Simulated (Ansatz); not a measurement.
HfOs (Pm-3m): from strained cells to moduli

```
Hf Os
1.0
     3.20002    0.00000    0.00000
     0.00000    3.20002    0.00000
     0.00000    0.00000    3.20002
Hf Os
1 1
Direct
  0.00000 0.00000 0.00000
  0.50000 0.50000 0.50000
```

The conventional cell has a = 3.200 Å, b = 3.200 Å, c = 3.200 Å, α = 90.00°, β = 90.00°, γ = 90.00°. Hf (atom 1) is surrounded by 8 Os at 2.77 Å. Around Os (atom 2) lie 8 Hf at 2.77 Å.

Level of theory, where no other is named: LDA, all-electron LAPW in Ansatz 0.2.0, scalar-relativistic. k mesh 14×14×14, strains of ±0.005, Fermi-Dirac smearing of 0.080 eV, basis error target 1 meV/atom. The cell was relaxed by PAW under this functional.

The cell is cubic and carries a residual pressure of 0.05 GPa at this level. Each strain component that symmetry leaves independent is applied at ±0.005, the ions relax wherever a strain frees them, and the stress (tension positive, GPa) is read. Shears are engineering strains, γ = 2ε.

```csv
strain,size,σxx,σyy,σzz,σyz,σxz,σxy
xx,-0.005,-2.3690,-0.8202,-0.8202,0.0000,0.0000,0.0000
xx,+0.005,2.1927,0.6896,0.6896,0.0000,0.0000,0.0000
yz,-0.005,-0.0616,-0.0593,-0.0593,-0.5817,0.0000,0.0000
yz,+0.005,-0.0616,-0.0593,-0.0593,0.5817,0.0000,0.0000
```

A central difference gives one constant, for example C11 ≈ (2.1927 − (-2.3690))/(0.01) = 456.2 GPa; the program then imposes the crystal's symmetry on the whole matrix.

Q: What are the independent elastic constants?

A: C11 = 456.2, C12 = 151.0, C44 = 116.3 GPa.

Q: Do they meet the Born conditions?

A: C11 − C12 = 305.2, C11 + 2C12 = 758.1 and C44 = 116.3 GPa must all be positive, so the crystal is elastically stable; that says nothing yet of its phonons.

Q: What moduli does a random aggregate of grains have?

A: B = (C11 + 2C12)/3 = 252.7 GPa. G_V = (C11 − C12 + 3C44)/5 = 130.8 and G_R = 5(C11 − C12)C44/(4C44 + 3(C11 − C12)) = 128.6, so G_H = 129.7 GPa. Then E = 9BG/(3B + G) = 332.3 GPa, ν = (3B − 2G)/(6B + 2G) = 0.281 and B/G = 1.95, on the ductile side of Pugh's 1.75 (a rule of thumb).

Q: With the density of 18.685 g/cm³, how fast does sound travel, and what Debye temperature follows?

A: 

```
direction  slow (m/s)  middle (m/s)  fast (m/s)
    [100]        2495          2495        4941
    [110]        2495          2858        4741
    [111]        2742          2742        4672
```

The mean of v⁻³ over directions and branches gives v_m = 2931 m/s and θ_D = (ħ/k_B) v_m (6π²n)^(1/3) = 344 K, n being atoms per volume. Young's modulus spans 303 to 381 GPa over directions, and the universal anisotropy index is 0.09.

Q: How far do the constants move if PAW replaces LAPW in the same cell?

A: 

```
constant  LAPW (GPa)  PAW (GPa)  difference
     C11       456.2      456.3         0.1
     C12       151.0      150.9        -0.1
     C44       116.3      116.2        -0.1
```

Q: How do the constants change if the ions are clamped to the homogeneous strain?

A: None moves by more than 0.3 GPa: by symmetry a homogeneous strain puts no force on these sites.

Q: What happens at 10 GPa (cell relaxed there)?

A: The volume falls to 0.9640 of its value, and C11 = 509.7, C12 = 185.8, C44 = 132.1 GPa (slopes of the stress), in this structure whether or not another phase takes over.

Limits of these numbers: responses of metals move with mesh and smearing; no spin-orbit coupling on heavy atoms; the frozen-core PAW files of the compared runs were fitted under PBE, their cores solved anew for this functional.
